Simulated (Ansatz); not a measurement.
The relaxed structure here is a generated cell of TiAl: the first start was made by placing the elements on the sites of a structure type, and the end was not matched to a known phase here, so it may be hypothetical. Known forms of TiAl include space group No. 123.

A relaxed cell of TiAl (I4₁/amd (No. 141)), relaxed on a k-mesh at least as fine as the one used below. Calculation: r2SCAN (plane waves to 500 eV, PAW, scalar-relativistic; Ansatz, an electronic-structure program). Γ-centred k-mesh 5×9×12 on the run's cell (coarser than for final values), Fermi–Dirac smearing 0.05 eV.

```
TiAl
1.0
   -3.84262     3.84262     8.78962
    1.92131    -1.92131     4.39481
    1.92131     1.92131    -4.39481
Ti Al
4 4
Cartesian
  0.00000   1.92131   2.19741
 -1.92131   3.84262   6.59222
  0.00000   0.00000   0.00000
 -1.92131   1.92131   4.39481
  0.00000   0.00000   4.39481
 -1.92131   1.92131   8.78962
  1.92131   0.00000   2.19741
  0.00000   1.92131   6.59222
```

The atoms are displaced by (Å):

```csv
atom,ux,uy,uz
Ti1,-0.034,0.016,0.104
Ti2,0.030,0.035,0.123
Ti3,-0.022,0.047,0.046
Ti4,-0.034,-0.172,-0.002
Al5,0.050,-0.026,-0.158
Al6,0.140,0.095,0.015
Al7,0.050,0.014,0.039
Al8,0.092,-0.219,-0.037
```

**Question.** What forces (eV/Å) and pressure result?

**Answer.** 
```tsv
atom	Fx	Fy	Fz
Ti1	1.10	-1.04	-0.84
Ti2	0.10	-1.08	-1.16
Ti3	1.01	-0.19	-0.01
Ti4	0.92	1.78	0.72
Al5	-0.70	-0.18	1.10
Al6	-0.97	-1.14	0.24
Al7	-0.42	-0.15	-0.38
Al8	-1.05	1.99	0.32
```

Pressure +2.4 GPa.

**Question.** Estimate the energy cost of the displacement in the harmonic approximation and compare with the calculation.

**Answer.** For a harmonic well ΔE = −½ Σ F·u = 0.858 eV a cell, or 107 meV/atom. The calculated energy relative to the undisplaced cell is +0.11 eV/atom, so the harmonic estimate holds well.

No spin polarisation in the result.

The run that gave the undisplaced cell could not lose the symmetry of its start; a randomly shaken copy of 8 atoms returns to this structure.
